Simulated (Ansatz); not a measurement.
Starting structure of a cell relaxation (symmetry kept):

Space group Im-3m (No. 229). a = 6.200 Å, b = 6.200 Å, c = 6.200 Å, α = 90.00°, β = 90.00°, γ = 90.00°
| atom | site | symmetry | x | y | z |
| --- | --- | --- | --- | --- | --- |
| Hg | 8c | .-3m | 0.2500 | 0.2500 | 0.2500 |
| Pt | 2a | m-3m | 0.0000 | 0.0000 | 0.0000 |

Level of theory: Ansatz 0.2.0, DFT PBEsol, scalar-relativistic, plane waves, PAW.

Plane waves to 420 eV, a k mesh through Γ of 8×8×8 on the computed 5-atom cell and Gaussian smearing (0.10 eV); no spin polarisation.

Task: What does it relax to?

Result: The volume increases by 0.34 Å³/atom to 24.18 Å³/atom, and the energy falls by 1.2 meV/atom. Final structure:
```yaml
crystal:
  lattice:
    - [-3.11492, 3.11492, 3.11492]
    - [3.11492, -3.11492, 3.11492]
    - [3.11492, 3.11492, -3.11492]
  atoms:
    - { symbol: Hg, position: [0.50000, 0.50000, 0.50000] }
    - { symbol: Hg, position: [0.50000, 0.00000, 0.00000] }
    - { symbol: Hg, position: [0.00000, 0.00000, 0.50000] }
    - { symbol: Hg, position: [0.00000, 0.50000, 0.00000] }
    - { symbol: Pt, position: [0.00000, 0.00000, 0.00000] }
```

Spin–orbit coupling is left out, which can shift energies with elements as heavy as these.

Cost: 1 run of about 0.76 core-minutes, on Arm Neoverse V1 (shared hosts).